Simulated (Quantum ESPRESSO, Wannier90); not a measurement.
## Wannier functions of GaS (P6₃/mmc)

```xyz
8
Lattice="3.5933 0.0000 0.0000 -1.7966 3.1118 0.0000 0.0000 0.0000 16.0147" Properties=species:S:1:pos:R:3 pbc="T T T"
Ga     1.7966    -1.0373     5.2280
Ga    -1.7966     1.0373    -5.2280
Ga    -1.7966     1.0373    -2.7793
Ga     1.7966    -1.0373     2.7793
S      1.7966    -1.0373    -1.7112
S     -1.7966     1.0373     1.7112
S     -1.7966     1.0373     6.2962
S      1.7966    -1.0373    -6.2962
```

Structure: Materials Project mp-2507, symmetrised, not relaxed again. COD (Crystallography Open Database) has an entry of this formula and space group (matched by these alone). Computed values, not measurements, from LDA: Quantum ESPRESSO (norm-conserving PseudoDojo potentials, cutoff 64 Ry, no spin polarisation, no spin-orbit coupling) on a Γ-centred 4×4×4 mesh, then Wannier90. Density: 12×12×2 mesh, cold smearing 0.01 Ry. The cell is built of weakly bound layers, chains or molecules, whose nearest atoms lie 4.00 Å apart. Database cells relaxed without dispersion often hold them too far apart, which can enlarge gaps and weakens couplings between them; spacing and stacking were not compared with the measured crystal.

Bands 1-20 form an isolated set from -15.11 to -14.50 eV relative to the valence-band maximum (on the path) and are turned into 20 Wannier functions by minimising the spread from the start: atomic waves Ga 3d.

Question: Where do the functions sit, how wide are they and what are they made of?

Answer: 
```json
[
 {"functions": "4", "spread (Å²)": "0.42", "nearest atom, distance (Å)": "Ga 0.00", "second atom, distance (Å)": "S 2.34", "weight on atomic waves": "Ga 3d 98 %"},
 {"functions": "8", "spread (Å²)": "0.46", "nearest atom, distance (Å)": "Ga 0.04", "second atom, distance (Å)": "S 2.30", "weight on atomic waves": "Ga 3d 97 %"},
 {"functions": "8", "spread (Å²)": "0.45", "nearest atom, distance (Å)": "Ga 0.04", "second atom, distance (Å)": "S 2.30", "weight on atomic waves": "Ga 3d 97 %"}
]
```

Ω_I = 8.73 Å², Ω_total = 8.92 Å²; the interpolated bands follow pw.x to 2.4 meV rms on the path. Only this start was tried; a symmetric start can stop on a saddle, and mixtures of these functions could lower the total by at most Ω_total − Ω_I.
